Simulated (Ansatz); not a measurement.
Zone-centre phonons of Si3N4: input and output

These are results of DFT PBE, scalar-relativistic, plane waves, PAW in Ansatz, not measurements.

Launched with:
```bash
ansatz run input.yaml --threads 4 --pin off --max-ram 12288MiB --backend cpu --events-out ev --progress --plain --runs-dir out
```

Input (bare energies are in eV):
```yaml
crystal:
  lattice:
    - [7.6635952578, 0.0, 0.0]
    - [-3.8317976289, 6.6368681776, 0.0]
    - [0.0, 0.0, 2.9264558219]
  atoms:
    - { symbol: Si, position: [0.7689111968, 0.1750122962, 0.2489142857] }
    - { symbol: Si, position: [0.5938989006, 0.7689111968, 0.7489142857] }
    - { symbol: Si, position: [0.8249877038, 0.5938989006, 0.2489142857] }
    - { symbol: Si, position: [0.2310888032, 0.8249877038, 0.7489142857] }
    - { symbol: Si, position: [0.4061010994, 0.2310888032, 0.2489142857] }
    - { symbol: Si, position: [0.1750122962, 0.4061010994, 0.7489142857] }
    - { symbol: "N", position: [0.0308350293, 0.3300031426, 0.2489142857] }
    - { symbol: "N", position: [0.7008318867, 0.0308350293, 0.7489142857] }
    - { symbol: "N", position: [0.6699968574, 0.7008318867, 0.2489142857] }
    - { symbol: "N", position: [0.9691649707, 0.6699968574, 0.7489142857] }
    - { symbol: "N", position: [0.2991681133, 0.9691649707, 0.2489142857] }
    - { symbol: "N", position: [0.3300031426, 0.2991681133, 0.7489142857] }
    - { symbol: "N", position: [0.6666666667, 0.3333333333, 0.2489142857] }
    - { symbol: "N", position: [0.3333333333, 0.6666666667, 0.7489142857] }
basis:
  ecutwfc: 420
kpoints:
  mp_grid: { grid: [6, 6, 8] }
hamiltonian:
  xc: pbe
scf:
  occupations: { method: fixed }
output:
  eigenvalues: true
phonons:
  method: dfpt
  dielectric: true
  rigid_motions: translations
```

The end of the output:
```
--- Phonons (Γ-DFPT): 8 representative perturbations + reference, on 148 of 288 k-points (Σ response iterations 27) ---
  ASR residual: 1.854e-4 → 0.000e0 eV/Å²; symmetrization residual: 1.152e-5 eV/Å²
  The last average, over the group as it would stand without the narrowing to the FFT grids, took up to 1.649e-5 eV/Å² of the zone centre's force constants
  ASR residual per site (eV/Å²): 7.98e-5 8.24e-5 8.88e-5 7.98e-5 8.24e-5 8.88e-5 8.24e-5 8.24e-5 8.24e-5 8.24e-5 8.24e-5 8.24e-5 1.85e-4 1.85e-4
  Γ frequencies (cm⁻¹): 0.00 0.00 0.00 176.60 176.60 197.96 218.76 218.76 240.82 262.69 296.61 296.61 356.14 393.02 408.57 408.57 429.61 429.61 440.40 538.17 547.72 547.72 594.55 594.55 629.94 701.62 822.57 831.84 831.84 835.26 835.26 ...
  ε∞ (high-frequency dielectric tensor):
        4.253820    -0.000000     0.000000
       -0.000000     4.253820     0.000000
        0.000000     0.000000     4.337134
  ε⁰ (static dielectric tensor: ions relaxed, cell fixed):
        8.239925     0.000000     0.000000
        0.000000     8.239925    -0.000000
        0.000000    -0.000000     8.189594
  ε⁰ − ε∞ (ionic part):
        3.986105     0.000000     0.000000
        0.000000     3.986105    -0.000000
        0.000000    -0.000000     3.852459
  softest optical mode at Γ: 176.60 cm⁻¹; the repairs (sum rule, projections) moved no ω² at Γ by more than (5.16 cm⁻¹)²
  Born effective charges Z* (e; rows j = field, columns β = displacement):
    site 0:
         3.39604    0.21421    0.00000
         0.18725    3.31079    0.00000
         0.00000    0.00000    3.39891
    site 1:
         3.15826   -0.04997    0.00000
        -0.07693    3.54856    0.00000
         0.00000    0.00000    3.39891
    site 2:
         3.50594   -0.12380    0.00000
        -0.15076    3.20089    0.00000
         0.00000    0.00000    3.39891
    site 3:
         3.39604    0.21421    0.00000
         0.18725    3.31079    0.00000
         0.00000    0.00000    3.39891
    site 4:
         3.15826   -0.04997    0.00000
        -0.07693    3.54856    0.00000
         0.00000    0.00000    3.39891
    site 5:
         3.50594   -0.12380    0.00000
        -0.15076    3.20089    0.00000
         0.00000    0.00000    3.39891
    site 6:
        -2.71447   -0.71802    0.00000
        -0.72928   -2.02049    0.00000
         0.00000    0.00000   -2.82808
    site 7:
        -1.56729    0.06696    0.00000
         0.05569   -3.16768    0.00000
         0.00000    0.00000   -2.82808
    site 8:
        -2.82069    0.66796    0.00000
         0.65669   -1.91428    0.00000
         0.00000    0.00000   -2.82808
    site 9:
        -2.71447   -0.71802    0.00000
        -0.72928   -2.02049    0.00000
         0.00000    0.00000   -2.82808
    site 10:
        -1.56729    0.06696    0.00000
         0.05569   -3.16768    0.00000
         0.00000    0.00000   -2.82808
    site 11:
        -2.82069    0.66796    0.00000
         0.65669   -1.91428    0.00000
         0.00000    0.00000   -2.82808
    site 12:
        -2.95779   -0.05734    0.00000
         0.05734   -2.95779    0.00000
         0.00000    0.00000   -1.71248
    site 13:
        -2.95779   -0.05734    0.00000
         0.05734   -2.95779    0.00000
         0.00000    0.00000   -1.71248
  Z* charge neutrality: 1.512e-2 e pre-enforcement
  solved inside a basis spanned on kpoints, on 6×6×8 k-points, its susceptibility summed on 6×6×12: ε∞ is read to err by 2.7e-2, Z* by 1.9e-2 e (field_mesh: kpoints solves on kpoints); Z* is corrected for ...
  optical modes at Γ without the LO–TO term, one row a degenerate level:
      ω (cm⁻¹) modes IR ((D/Å)²/amu)
        176.60      2             0.0000
        197.96      1             0.0000
        218.76      2             0.0000
        240.82      1             0.0000
        262.69      1             0.0000
        296.61      2             0.0000
        356.14      1             8.3676
        393.02      1             0.0000
        408.57      2            26.1302
        429.61      2             0.0000
        440.40      1             0.0000
        538.17      1             0.0000
        547.72      2            21.8819
        594.55      2             0.0000
        629.94      1             0.0000
        701.62      1             0.0000
        822.57      1           137.2739
        831.84      2             0.0000
        835.26      2             0.0000
        849.11      1             0.0000
        859.65      2           232.9812
        891.91      2             0.0000
        904.66      1             0.0000
        992.78      2            11.4492
       1005.81      2             0.0000
       1026.80      1             0.0000
  optical modes at Γ + LO–TO along q̂ = [1.0000, 0.0000, 0.0000]:
      ω (cm⁻¹) modes IR ((D/Å)²/amu)
        176.60      2             0.0000
        197.96      1             0.0000
        218.76      2             0.0000
        240.82      1             0.0000
        262.69      1             0.0000
        296.61      2             0.0000
        356.14      1             8.3676
        393.02      1             0.0000
        408.57      1            13.0651
        429.61      2             0.0000
        433.85      1             2.9307
        440.40      1             0.0000
        538.17      1             0.0000
        547.72      1            10.9409
        567.33      1             3.6543
        594.55      2             0.0000
        629.94      1             0.0000
        701.62      1             0.0000
        822.57      1           137.2739
        831.84      2             0.0000
        835.26      2             0.0000
        849.11      1             0.0000
        859.65      1           116.4906
        891.91      2             0.0000
        904.66      1             0.0000
        981.43      1             6.3985
        992.78      1             5.7246
       1005.81      2             0.0000
       1026.80      1             0.0000
       1100.35      1           133.2377
  optical modes at Γ + LO–TO along q̂ = [0.0000, 1.0000, 0.0000]:
      ω (cm⁻¹) modes IR ((D/Å)²/amu)
        176.60      2             0.0000
        197.96      1             0.0000
        218.76      2             0.0000
        240.82      1             0.0000
        262.69      1             0.0000
        296.61      2             0.0000
        356.14      1             8.3676
        393.02      1             0.0000
        408.57      1            13.0651
        429.61      2             0.0000
        433.85      1             2.9307
        440.40      1             0.0000
        538.17      1             0.0000
        547.72      1            10.9409
        567.33      1             3.6543
        594.55      2             0.0000
        629.94      1             0.0000
        701.62      1             0.0000
        822.57      1           137.2739
        831.84      2             0.0000
        835.26      2             0.0000
        849.11      1             0.0000
        859.65      1           116.4906
        891.91      2             0.0000
        904.66      1             0.0000
        981.43      1             6.3985
        992.78      1             5.7246
       1005.81      2             0.0000
       1026.80      1             0.0000
       1100.35      1           133.2377
  optical modes at Γ + LO–TO along q̂ = [0.0000, 0.0000, 1.0000]:
      ω (cm⁻¹) modes IR ((D/Å)²/amu)
        176.60      2             0.0000
        197.96      1             0.0000
        218.76      2             0.0000
        240.82      1             0.0000
        262.69      1             0.0000
        296.61      2             0.0000
        376.55      1             2.4191
        393.02      1             0.0000
        408.57      2            26.1302
        429.61      2             0.0000
        440.40      1             0.0000
        538.17      1             0.0000
        547.72      2            21.8819
        594.55      2             0.0000
        629.94      1             0.0000
        701.62      1             0.0000
        831.84      2             0.0000
        835.26      2             0.0000
        849.11      1             0.0000
        859.65      2           232.9812
        891.91      2             0.0000
        904.66      1             0.0000
        992.78      2            11.4492
       1005.81      2             0.0000
       1026.80      1             0.0000
       1069.04      1           143.2223
```

Time: 6.8 min on 4 threads of Arm Neoverse V1, with other jobs on the host, peak memory 4.1 GiB.